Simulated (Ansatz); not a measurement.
GaAs:
```
CELL_PARAMETERS angstrom
      4.01843     0.00000     0.00000
     -2.00922     3.48006     0.00000
      0.00000     0.00000     8.78217
ATOMIC_POSITIONS crystal
  Ga 0.50022 0.00000 0.66667
  Ga 0.00000 0.50022 0.33333
  Ga 0.49978 0.49978 0.00000
  As 0.50012 0.00000 0.16667
  As 0.00000 0.50012 0.83333
  As 0.49988 0.49988 0.50000
```

Relaxed with PBEsol. Special points in fractions of this cell's reciprocal vectors: Γ (0.000, 0.000, 0.000); M (0.500, 0.000, 0.000); K (0.333, 0.333, 0.000); A (0.000, 0.000, 0.500); L (0.500, 0.000, 0.500); H (0.333, 0.333, 0.500).

Question: List the band energies nearest the Fermi level at these points for the program Ansatz at the PBEsol level (PAW).

Answer: In eV from the Fermi level; about four levels below and three above (degenerate sets whole), none deeper than 8.9 eV; points with the same levels are listed once.

```tsv
k	below	above
Γ	-0.82 -0.82 -0.65 -0.55	0.09 1.42 1.42
M	-2.80 -2.06 -1.87 -1.79	0.30 0.53 1.33
K	-2.41 -1.82 -1.82 -0.19	2.13 2.13 4.73 4.73
A	-0.79 -0.70 -0.70 -0.44	1.30 1.48 1.48
L	-2.65 -2.59 -2.25 -1.95	0.96 1.39 2.32
H	-4.05 -4.05 -2.31 -1.57	2.33 2.42 2.42
```

Space group P6_222. The start of the workflow was typed in or built on a structure type; neither database checked (COD, Materials Project) lists it. It is not the phase usual at ambient conditions (space group No. 216). The cell was relaxed with PBEsol under the symmetry of its start; whether a distortion lowers the energy is not shown. Point labels and valley counts follow the cell and symmetry of the run, lower than the named group. The Fermi level of a semimetal is unsure by some 0.05 eV on such meshes. Spin–orbit coupling is left out wherever it is not named.

Potentials: the earlier of the program's two PAW sets. The files were generated under PBE; for other functionals the program regenerates the frozen cores, and for LDA and PBEsol the local potential too.
